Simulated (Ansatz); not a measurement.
TaSi2:
```
CELL_PARAMETERS angstrom
     -1.64133     1.64133     4.10760
      1.64133    -1.64133     4.10760
      1.64133     1.64133    -4.10760
ATOMIC_POSITIONS crystal
  Ta 0.00000 0.00000 0.00000
  Si 0.33162 0.33162 0.00000
  Si 0.66838 0.66838 0.00000
```

Relaxed with PBE. Special points in fractions of this cell's reciprocal vectors: Γ (0.000, 0.000, 0.000); X (0.000, 0.000, 0.500); P (0.250, 0.250, 0.250); N (0.000, 0.500, 0.000); M (0.500, 0.500, -0.500); S (0.290, 0.710, -0.290); S0 (-0.290, 0.290, 0.290); R (-0.080, 0.080, 0.500); G (0.500, 0.500, -0.080).

List the band energies nearest the Fermi level at these points for DFT-PBE in the program Ansatz with PAW potentials.

In eV from the Fermi level; about four levels below and three above (degenerate sets whole), none deeper than 8.9 eV; points with the same levels are listed once.

```tsv
k	below	above
Γ	-3.31 -1.59 -1.48 -1.48	2.58 3.17 3.84
X	-4.77 -3.71 -1.89 -0.53	2.95 4.61 4.91
P	-5.27 -5.27 -2.12 -1.15 -1.15	0.65 4.95 5.06 5.06
N	-4.38 -3.70 -1.31 -1.09	1.27 3.42 4.34
M	-2.11 -1.18	0.09 0.09 1.05 1.05
S	-6.25 -1.52 -1.46 -1.03	1.35 2.93 4.21
R	-3.83 -3.26 -1.76 -0.91	2.42 3.80 4.37
```

Space group I4/mmm (MoSi2 or CaC2 type). The cell is a constructed one: a structure type filled with these elements; neither database checked (COD, Materials Project) lists it. COD files the formula under space group No. 180, 181, so this cell is another polymorph or a model. Its standing as an ambient phase is unchecked. The cell was relaxed with PBE under the symmetry of its start; whether a distortion lowers the energy is not shown. No spin polarisation was allowed. Scalar-relativistic: spin–orbit coupling is off unless named, which matters more the heavier the elements.

Potentials: the later of the program's two PAW sets.
